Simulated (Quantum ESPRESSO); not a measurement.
pw.x input (Quantum ESPRESSO 7.5; PBEsol, PseudoDojo standard norm-conserving files, fully relativistic):

```
&CONTROL
  calculation = 'scf'
  pseudo_dir = './pseudo'
  outdir = './out'
  tprnfor = .true.
  tstress = .true.
/
&SYSTEM
  ibrav = 0
  nat = 5
  ntyp = 3
  ecutwfc = 84.0
  ecutrho = 336.0
  occupations = 'smearing'
  smearing = 'fd'
  degauss = 0.002
  nbnd = 45
  noncolin = .true.
  lspinorb = .true.
/
&ELECTRONS
  conv_thr = 5e-10
/
ATOMIC_SPECIES
O 15.9990 O.upf
I 126.9045 I.upf
Tl 204.3800 Tl.upf
CELL_PARAMETERS angstrom
  3.265383017708   1.885269764281   2.750920428000
 -3.265383017708   1.885269764281   2.750920428000
  0.000000000000  -3.770539528562   2.750920428000
ATOMIC_POSITIONS crystal
O   0.897158034100   0.465094899800   0.465094899800
O   0.465094899800   0.897158034100   0.465094899800
O   0.465094899800   0.465094899800   0.897158034100
I   0.507459337200   0.507459337200   0.507459337200
Tl   0.002862829100   0.002862829100   0.002862829100
K_POINTS automatic
6 6 6 0 0 0
```

End of the output:

```

[...]
     the Fermi energy is     5.9712 ev
!    total energy              =    -245.61414406 Ry
     estimated scf accuracy    <          1.7E-10 Ry
     smearing contrib. (-TS)   =      -0.00000000 Ry
     internal energy E=F+TS    =    -245.61414406 Ry
     The total energy is F=E-TS. E is the sum of the following terms:
     one-electron contribution =     -70.39203726 Ry
     hartree contribution      =      58.30036859 Ry
     xc contribution           =     -70.17729725 Ry
     ewald contribution        =    -163.34517813 Ry
     convergence has been achieved in  12 iterations
     Forces acting on atoms (cartesian axes, Ry/au):
     atom    1 type  1   force =    -0.00355048   -0.00204987   -0.00426172
     atom    2 type  1   force =     0.00355048   -0.00204987   -0.00426172
     atom    3 type  1   force =     0.00000000    0.00409974   -0.00426172
     atom    4 type  2   force =    -0.00000000   -0.00000000    0.00730264
     atom    5 type  3   force =     0.00000000    0.00000000    0.00548252
     Total force =     0.013722     Total SCF correction =     0.000018
     Computing stress (Cartesian axis) and pressure
          total   stress  (Ry/bohr**3)                   (kbar)     P=      -37.10
  -0.00027004   0.00000000  -0.00000000          -39.72        0.00       -0.00
   0.00000000  -0.00027004   0.00000000            0.00      -39.72        0.00
   0.00000000   0.00000000  -0.00021656            0.00        0.00      -31.86
```
In a gapped system the printed Fermi energy is only some level inside the gap.

Geometry relaxed with PBE+D3(BJ).
